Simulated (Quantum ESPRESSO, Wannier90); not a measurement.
**Wannier functions of CdSe (zinc blende)**

```yaml
crystal:
  lattice:
    - [0.00000, 3.07027, 3.07027]
    - [3.07027, 0.00000, 3.07027]
    - [3.07027, 3.07027, 0.00000]
  atoms:
    - { symbol: Cd, position: [0.00000, 0.00000, 0.00000] }
    - { symbol: Se, position: [0.25000, 0.25000, 0.25000] }
```

Materials Project entry mp-2691; symmetrised, unrelaxed at this level. Not found in the COD (Crystallography Open Database) copy used, which has the formula in other groups; not checked further. Method: PBE plane waves in Quantum ESPRESSO 7.5 (PseudoDojo norm-conserving files, 82 Ry, no spin polarisation, no spin-orbit coupling), Bloch states on a 6×6×6 mesh through Γ, Wannier90 4.0.1. Density: 10×10×10 mesh, Gaussian smearing 0.01 Ry. Spin-orbit coupling, left out, would split the p-like bands by a few tenths of an eV.

Functional, cutoff and mesh named above are those of the base row (6×6×6); the first column says what each row takes instead. Model: 8 functions from bands 10,16-31, start hydrogen-like Cd: s;p; Se: s;p, centres 0.05 Å off the atoms, frozen window tied to the conduction edge or Fermi level of each row, as listed, which moves Ω_I and hoppings a little by itself. Energies are relative to the valence-band maximum; the misfit is to pw.x on a path, for states up to 1.6 eV relative to the valence-band maximum. Only the mesh of Bloch states changes. The disentangled Ω_I can sit in another minimum from row to row.

Q: Among the meshes 2×2×2, 3×3×3, 4×4×4, 5×5×5, 6×6×6, 7×7×7, which is the coarsest that interpolates to 20 meV rms?

A: 4×4×4.

| mesh | frozen to (eV) | Ω_I (Å²) | rms misfit (meV) | k-points (cost) | rough cost of nscf and overlaps (first row = 1) |
|---|---|---|---|---|---|
| 2×2×2 | 2.05 | 8.18 | 78 | 8 | 1.0 |
| 3×3×3 | 2.05 | 9.92 | 39 | 27 | 2.2 |
| 4×4×4 | 2.05 | 10.80 | 19 | 64 | 4 |
| 5×5×5 | 2.05 | 11.44 | 13 | 125 | 9 |
| 6×6×6 | 2.05 | 11.87 | 3.8 | 216 | 14 |
| 7×7×7 | 2.05 | 12.04 | 3.2 | 343 | 23 |

Ω_I still rises with the mesh: the finite-difference spreads converge slowly and from below.
